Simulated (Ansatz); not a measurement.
A trial cell of Ho3PRu, before relaxation:

Space group P6/mmm (No. 191). a = 5.989 Å, b = 5.989 Å, c = 4.174 Å, α = 90.00°, β = 90.00°, γ = 120.00°
```json
{"atom": "Ho", "site": "3f", "symmetry": "mmm", "x": "0.5000", "y": "0.0000", "z": "0.0000"}
{"atom": "P", "site": "1b", "symmetry": "6/mmm", "x": "0.0000", "y": "0.0000", "z": "0.5000"}
{"atom": "Ru", "site": "1a", "symmetry": "6/mmm", "x": "0.0000", "y": "0.0000", "z": "0.0000"}
```

Computed with DFT PBE, scalar-relativistic, plane waves, PAW, and for the lanthanide a 4f-in-core norm-conserving potential, in Ansatz 0.2.0. Cutoff 690 eV, Gaussian smearing, Γ-centred meshes. Cell and atoms relax first on a coarse mesh and then on a finer one. In between, the cell is made exact in the group found at 0.06 Å. In metals the finer mesh still leaves noise of several meV/atom or more. The steps can't lower the symmetry of their start. No spin polarisation in the relaxation; trial moments died out in a coarse test.

A guess keeps its type if space group and coordination stay and the shape of the cell changes little (axis ratios within about 15 %, angles within 6°); the volume may change.

Problem. Does it keep its structure type, or change into something else?

Solution. It keeps its type. The symmetry stays P6/mmm (No. 191). The volume per atom grows by 9.6 %, from 25.9 to 28.4 Å³. The shortest distance goes from 2.09 Å (P–Ru) to 2.16 Å (P–Ru). The ratio c/a of the conventional cell changes by a factor of 1.01. Counting neighbours within 15 % of an atom's shortest distance, the start has Ho 6, P 2, Ru 2 and the end Ho 6, P 2, Ru 2.

The last run used a 6×6×10 mesh (in the run's order of axes) for its 5-atom cell and Gaussian smearing of 0.10 eV. Trial moments died out on the coarse mesh, so the last step has no spin; another magnetic start might hold. A structure relaxed within its symmetry needn't be a true minimum. Another cell of Ho3PRu relaxed alike, in Pm-3m, lies 268 meV/atom lower, so this cell isn't the stable form at this level.

The lanthanide is trivalent by construction, without f bands, f moments or other valences.
